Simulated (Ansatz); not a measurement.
Given:

SrNbO3:
```
CELL_PARAMETERS angstrom
      3.98514     0.00000     0.00000
      0.00000     3.98514     0.00000
      0.00000     0.00000     3.98514
ATOMIC_POSITIONS crystal
  Sr 0.50000 0.50000 0.50000
  Nb 0.00000 0.00000 0.00000
  O  0.00000 0.50000 0.00000
  O  0.50000 0.00000 0.00000
  O  0.00000 0.00000 0.50000
```

This is the LDA-relaxed structure.

Problem. All from the program Ansatz at the LDA level (PAW), unless another level is named. Give the highest zone-centre frequency.

Solution. 648 cm^-1.

Problem. And the Young's modulus?

Solution. 237 GPa.

Space group Pm-3m (cubic perovskite). The first step of the workflow began from a Materials Project structure, measured or hypothetical; the Crystallography Open Database copy checked does not list it. COD files the formula under space group No. 62. Whether it is the stable phase at ambient conditions was not checked. Symmetry was held in the LDA relaxation; whether a distortion lowers the energy is not shown. The run is not spin-polarised. As this level gives no gap, phonon frequencies hold no LO–TO term and depend on the k-mesh and smearing (Fermi–Dirac, 0.1 eV here).

Potentials: the later of the program's two PAW sets.
